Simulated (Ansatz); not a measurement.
Relaxed-ion elastic tensor of LaF in space group P6_3/mmc (No. 194; La on 2c, F on 2d) in GPa (Voigt order), plane-wave PAW PBEsol (Ansatz code); density 6.22 g/cm³, 21.09 Å³ per atom.

```
 109  85.2  40.3   0.0   0.0   0.0
85.2   109  40.3   0.0   0.0   0.0
40.3  40.3  97.6   0.0   0.0   0.0
 0.0   0.0   0.0  12.4   0.0   0.0
 0.0   0.0   0.0   0.0  12.4   0.0
 0.0   0.0   0.0   0.0   0.0  12.1
```

Q: Is the crystal mechanically stable?

A: Yes: the smallest eigenvalue of C is 12.1 GPa.

Q: Work out the Voigt, Reuss and Hill averages.

A: K_V = 72.0, K_R = 68.9, K_H = 70.4; G_V = 17.4, G_R = 14.1, G_H = 15.8 GPa.

Q: Give Young's modulus, Poisson's ratio, Pugh's ratio and the universal anisotropy index.

A: E = 9KG/(3K + G) = 44.1 GPa; ν = 0.40; K/G = 4.46 (ductile by the Pugh limit of 1.75); A_U = 5G_V/G_R + K_V/K_R − 6 = 1.21.

Q: Estimate the sound speeds and the Debye temperature.

A: v_l = √((K + 4G/3)/ρ) = 3840 m/s, v_t = √(G/ρ) = 1590 m/s, mean 1800 m/s; Θ = (h/k)(3n/4πV)^(1/3) v_m = 194 K.

Q: How much does each axis shrink under pressure?

A: Linear compressibilities β_i = Σ_j S_ij (j = 1 to 3): x 3.6, y 3.6, z 7.2 per TPa.

The first step of the workflow began from a Materials Project structure, measured or hypothetical; the Crystallography Open Database copy checked does not list it. Whether it is the stable phase at ambient conditions was not checked. Symmetry was held in the PBEsol relaxation; its stability against distortions is not shown here. As this level gives no gap, shear constants depend on the k-mesh and smearing (Fermi–Dirac, 0.1 eV here). Scalar-relativistic: spin–orbit coupling is off unless named, which matters more the heavier the elements.

Potentials: the later of the program's two PAW sets.
